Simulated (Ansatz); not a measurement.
MoS2:
```
MoS2
1.0
    3.17222     0.00000     0.00000
   -1.58611     2.74722     0.00000
    0.00000     0.00000     6.86857
Mo S
1 2
Direct
  0.00000   0.00000   0.00000
  0.33333   0.66667   0.22629
  0.33333   0.66667   0.77371
```

Relaxed with r²SCAN+D4. Special points in fractions of this cell's reciprocal vectors: Γ (0.000, 0.000, 0.000); M (0.500, 0.000, 0.000); K (0.333, 0.333, 0.000); A (0.000, 0.000, 0.500); L (0.500, 0.000, 0.500); H (0.333, 0.333, 0.500).

Q: List the band energies nearest the valence-band maximum at these points for DFT-r²SCAN+D4 in the program Ansatz with PAW potentials.

A: In eV from the valence-band maximum; about four levels below and three above (degenerate sets whole), none deeper than 8.9 eV; points with the same levels are listed once.

```json
[
 {"k": "Γ", "below": "-2.05 -2.05 -1.70 -0.74", "above": "2.57 2.57 2.77 2.77"},
 {"k": "M", "below": "-3.79 -2.12 -1.53 -1.22", "above": "1.98 2.44 4.04"},
 {"k": "K", "below": "-4.35 -3.39 -2.44 -0.47", "above": "1.35 3.07 3.20"},
 {"k": "A", "below": "-2.87 -2.06 -2.06 0.00", "above": "2.53 2.53 2.83 2.83"},
 {"k": "L", "below": "-3.81 -2.72 -1.49 -0.93", "above": "2.00 2.57 3.53"},
 {"k": "H", "below": "-3.97 -3.52 -2.98 -0.42", "above": "1.36 2.65 3.58"}
]
```

Space group P-6m2. The first step of the workflow began from a Materials Project structure, measured or hypothetical; the Crystallography Open Database copy checked does not list it. It is not the phase usual at ambient conditions (space group No. 160, 194). The cell keeps a stress of up to 0.2 GPa. Symmetry was held in the r²SCAN+D4 relaxation. At this level the phase is mechanically unstable. No spin polarisation was allowed. Spin–orbit coupling is left out wherever it is not named.

Potentials: the later of the program's two PAW sets.
